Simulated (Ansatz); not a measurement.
Recipe of this trial structure of Tm₂CdC₂: random cell by space group and Wyckoff sites (P6/mmm, No. 191). The dimensions are guesses.

```
Tm Cd C
1.0
     4.93324    0.00000    0.00000
    -2.46662    4.27231    0.00000
     0.00000    0.00000    4.73204
Tm Cd C
2 1 2
Direct
  0.33333 0.66667 0.00000
  0.66667 0.33333 0.00000
  0.00000 0.00000 0.50000
  0.33333 0.66667 0.50000
  0.66667 0.33333 0.50000
```

Level of theory: Ansatz 0.2.0, DFT PBE, scalar-relativistic, plane waves, PAW, and for the lanthanide a 4f-in-core norm-conserving potential. Cutoff 690 eV, Gaussian smearing, Γ-centred meshes. Cell and atoms relax first on a coarse mesh and then on a finer one. In between, the cell is made exact in the group found at 0.06 Å. In metals the finer mesh still leaves noise of several meV/atom or more. The steps can't lower the symmetry of their start. No spin polarisation.

A guess keeps its type if space group and coordination stay and the shape of the cell changes little (axis ratios within about 15 %, angles within 6°); the volume may change.

Question: Does it keep its structure type, or change into something else?

Answer: It keeps its type. The symmetry stays P6/mmm (No. 191). The volume per atom grows by 3.5 %, from 19.9 to 20.6 Å³. The shortest distance goes from 2.37 Å (Tm–C) to 2.28 Å (Tm–C). The ratio c/a of the conventional cell changes by a factor of 0.93. Counting neighbours within 15 % of an atom's shortest distance, the start has C 2, Cd 6, Tm 2 and the end C 2, Cd 6, Tm 2.

The last run used a 12×12×8 mesh (in the run's order of axes) for its 5-atom cell and Gaussian smearing of 0.10 eV. A structure relaxed within its symmetry needn't be a true minimum. Another cell of Tm2CdC2 relaxed alike, in P-3m1, lies 1.41 eV/atom lower, so this cell isn't the stable form at this level.

The lanthanide is trivalent by construction, without f bands, f moments or other valences.
